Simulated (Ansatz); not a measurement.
Relaxed-ion elastic tensor of CuCl (zinc blende, F-43m) in GPa (Voigt order), plane-wave PAW LDA (Ansatz code); density 4.66 g/cm³, 17.65 Å³ per atom.

```
83.7  69.7  69.7   0.0   0.0   0.0
69.7  83.7  69.7   0.0   0.0   0.0
69.7  69.7  83.7   0.0   0.0   0.0
 0.0   0.0   0.0  18.2   0.0   0.0
 0.0   0.0   0.0   0.0  18.2   0.0
 0.0   0.0   0.0   0.0   0.0  18.2
```

Q: Is the crystal mechanically stable?

A: Yes: the smallest eigenvalue of C is 14.0 GPa.

Q: Work out the Voigt, Reuss and Hill averages.

A: K_V = 74.3, K_R = 74.3, K_H = 74.3; G_V = 13.7, G_R = 11.1, G_H = 12.4 GPa.

Q: Give Young's modulus, Poisson's ratio, Pugh's ratio and the universal anisotropy index.

A: E = 9KG/(3K + G) = 35.3 GPa; ν = 0.42; K/G = 5.99 (ductile by the Pugh limit of 1.75); A_U = 5G_V/G_R + K_V/K_R − 6 = 1.18.

Q: Estimate the sound speeds and the Debye temperature.

A: v_l = √((K + 4G/3)/ρ) = 4420 m/s, v_t = √(G/ρ) = 1630 m/s, mean 1850 m/s; Θ = (h/k)(3n/4πV)^(1/3) v_m = 212 K.

Q: Give the Zener ratio and Young's modulus along [100], [110] and [111].

A: A = 2C44/(C11 − C12) = 2.60; 1/E = S11 − 2(S11 − S12 − S44/2)Γ with Γ = 0, 1/4, 1/3 gives 20.4, 36.9, 50.5 GPa.

Q: Solve the Christoffel equation for the three sound speeds along [100], [110], [111].

A: Eigenvalues of C_ijkl n_j n_l equal ρv² (piezoelectric stiffening left out). In km/s, slowest first: [100] 1.98, 1.98, 4.24; [110] 1.23, 1.98, 4.51; [111] 1.52, 1.52, 4.60.

Symmetry was held in the LDA relaxation; phonons on a q-mesh show no instability. No spin polarisation was allowed.

Potentials: the earlier of the program's two PAW sets.
